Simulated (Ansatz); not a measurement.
# What a change of settings does to a run on CdS

The geometry is COD entry 1011054, unchecked; take it as a test cell. It is an old determination, and later ones may differ. The listed cell was then made from it by scaling, straining or moving an atom.

First run: DFT, LDA, all-electron LAPW, scalar-relativistic (Ansatz 0.2.0).

Command: `ansatz run input.yaml --threads 1 --pin off --max-ram 3072MiB --backend cpu --events-out ev --progress --plain --runs-dir out` The run took 100 s on 1 thread of Arm Neoverse V2, with other jobs on the host, peak memory 0.39 GiB.

```yaml
crystal:
  lattice:
    - [4.2046115258, 0.0, 0.0]
    - [-2.1023057629, 3.6413003944, 0.0]
    - [0.0, 0.0, 6.8256549035]
  atoms:
    - { symbol: Cd, position: [0.3333333333, 0.6666666667, 0.0] }
    - { symbol: Cd, position: [0.6666666667, 0.3333333333, 0.5] }
    - { symbol: S, position: [0.3333333333, 0.6666666667, 0.375] }
    - { symbol: S, position: [0.6666666667, 0.3333333333, 0.875] }
kpoints:
  mp_grid: { grid: [7, 7, 4] }
scf:
  occupations: { method: fermi_dirac, width: 0.02 }
hamiltonian:
  xc: lda
  pseudopotentials: { kind: all_electron, lapw: { basis_error: 0.001 } }
output:
  forces: true
  stress: true
relax:
  f_tol: 0.005
  max_steps: 80
  cell: {}
```

Result: converged; relaxed volume 23.860 Å³/atom; 27 SCF iterations in all.

The input is then changed:

```diff
@@ -9,4 +9,5 @@
     - { symbol: S, position: [0.3333333333, 0.6666666667, 0.375] }
     - { symbol: S, position: [0.6666666667, 0.3333333333, 0.875] }
+  symmetry: { detect: false }
 kpoints:
   mp_grid: { grid: [7, 7, 4] }
```

Q: What does the second run give?

A: It converged; relaxed volume 23.858 Å³/atom; 24 SCF iterations in all.

The results part of its log:

```
basis re-selected at this cell: Δ(F+E_penalty+E_count) = -6.146e-6 eV, ΔP = -0.000 GPa vs the last step (what re-selecting the basis moved, after the strain that the cell walked since its last selection, with what the two solves' SCF thresholds leave and, on support functions, any second-order correction that the steps lacked; it is no measure of the basis error at this ecutwfc). This SCF's stress stands 1.12e-2 GPa from its target on what of the cell is left free (relax.cell.stress_tol is 5.00e-2 GPa) and its largest allowed force component is 1.57e-3 eV/Å (relax.f_tol is 5.00e-3 eV/Å): within both
WARN: the relaxation ended near the 12 symmetry operations of its rattled start. A stable structure does so, and so can a saddle point along a move or strain that wasn't checked. `relax.random_displacement` or `relax.escape_saddle: true` tries the moves, and a distorted `crystal.lattice` a strain
SCF converged after 2 iterations
Free energy (F): -325860.944134 eV
Harris-Foulkes:  -325860.944134 eV  (|F-HF|=1.86e-9)
Internal energy: -325860.944134 eV  (E = F + TS)
E sigma→0 (E₀):  -325860.944134 eV
Fermi energy:    8.591780 eV
--- Per-component energies (eV) ---
  E_band       = -3434.835068
  E_kinetic    = 340319.220172
  E_xc         = -9472.622896
  E_electrostatic = -656707.541410  (all electrons and nuclei)
  E_smearing   = -0.000000  (= −TS)
  E_closure    = 0.000000  (closes the sum)
  E_atoms      = -325846.100533  (free atoms, spherical and without spin; not in F)
  Σ components = -325860.944134   (vs F -325860.944134, Δ=0.00e0)
  Basis errors (estimates in eV, not in F): energy 4.9e-4 per atom: plane waves 4.5e-4 (2.7e-4 summed), levels above the bands 2.5e-135, relativity 3.7e-9, radial functions 4.3e-5, core shells 8.6e-7; eigenvalues (radial functions only) 4.5e-7; not estimated: angular momenta, meshes, grids; target (lapw.basis_error) 1.0e-3; muffin-tin radii S 1.046 Å, Cd 1.363 Å
--- Forces (eV/Å), atoms counted from 1 ---
  atom   1  Cd     0.00007704     0.00156715     0.00038884
  atom   2  Cd    -0.00032741    -0.00094804     0.00042910
  atom   3  S      0.00029263    -0.00017805    -0.00052160
  atom   4  S     -0.00004513    -0.00043293    -0.00030377
  max |Σ_I F_I| component: 8.13e-6 eV/Å
--- Stress (GPa, compression-positive) ---
        0.011114       0.000616       0.000379
        0.000616       0.002939      -0.000969
        0.000379      -0.000969      -0.002521
  P = ⅓ Tr σ = 0.0038 GPa (0.038 kbar)
--- Relaxed structure (3 steps of the walk, 3 accepted, 1 SCFs on fresh bases) ---
  F+E_penalty+E_count = -325860.94413404 eV   max|allowed force component| = 1.565e-3 eV/Å   (the final SCF, on the basis selected at the relaxed cell)
  cell:  # Å, volume = 95.4322 Å³
    - [4.073675735718853, 5.564831575583461e-7, -9.132514528299382e-5]
    - [-2.036837385930875, 3.528649366536362, 0.00024379897928533388]
    - [-0.0001482548201870119, 0.0003714087246551437, 6.638956013963217]
  atoms:
    - { symbol: Cd, position: [0.33358513347880087, 0.667229505051273, -5.627706590647002e-5] }
    - { symbol: Cd, position: [0.6673278206843627, 0.33464522034442695, 0.499941992801165] }
    - { symbol: S, position: [0.3339896550640716, 0.6680152255759159, 0.3760291658554075] }
    - { symbol: S, position: [0.6669355596588037, 0.33393986796549424, 0.8760256819188199] }
```
